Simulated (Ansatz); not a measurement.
Ta2N:
```yaml
crystal:
  lattice:
    - [5.29133, 0.00000, 0.00000]
    - [-2.64567, 4.58243, 0.00000]
    - [0.00000, 0.00000, 4.93093]
  atoms:
    - { symbol: Ta, position: [0.66699, 0.66699, 0.75315] }
    - { symbol: Ta, position: [0.33301, 0.33301, 0.24685] }
    - { symbol: Ta, position: [0.33301, 0.00000, 0.75315] }
    - { symbol: Ta, position: [0.66699, 0.00000, 0.24685] }
    - { symbol: Ta, position: [0.00000, 0.33301, 0.75315] }
    - { symbol: Ta, position: [0.00000, 0.66699, 0.24685] }
    - { symbol: N, position: [0.66667, 0.33333, 0.50000] }
    - { symbol: N, position: [0.33333, 0.66667, 0.50000] }
    - { symbol: N, position: [0.00000, 0.00000, 0.00000] }
```

Relaxed with r²SCAN. Special points in fractions of this cell's reciprocal vectors: Γ (0.000, 0.000, 0.000); M (0.500, 0.000, 0.000); K (0.333, 0.333, 0.000); A (0.000, 0.000, 0.500); L (0.500, 0.000, 0.500); H (0.333, 0.333, 0.500); H2 (0.333, 0.333, -0.500).

Q: List the band energies nearest the Fermi level at these points for r²SCAN in the plane-wave PAW code Ansatz.

A: In eV from the Fermi level; about four levels below and three above (degenerate sets whole), none deeper than 8.9 eV; points with the same levels are listed once.

```csv
k,below,above
Γ,-0.54 -0.54 -0.47 -0.03 -0.03,0.81 0.81 1.79 1.79
M,-2.59 -2.32 -2.10 -1.58,0.34 0.60 1.01
K,-3.15 -3.15 -2.00 -2.00 -1.78,0.76 0.76 1.20
A,-1.90 -1.90 -1.51 -1.51 -0.97,0.64 0.64 0.96
L,-1.39 -1.29 -0.87 -0.21,0.15 0.20 0.63
H,-1.58 -1.58 -0.57 -0.57,0.74 0.93 1.36 1.36
```

Space group P-31m. The workflow started from a Materials Project entry (that database holds measured and hypothetical structures alike); the Crystallography Open Database copy checked does not list it. Its standing as an ambient phase is unchecked. The r²SCAN relaxation kept the symmetry of its start; its stability against distortions is not shown here. The run is not spin-polarised. With an odd number of electrons in the cell and no spin polarisation, the count alone makes it a metal. Scalar-relativistic: spin–orbit coupling is off unless named, which matters more the heavier the elements.

Potentials: the earlier of the program's two PAW sets. The files were generated under PBE; for other functionals the program regenerates the frozen cores, and for LDA and PBEsol the local potential too.
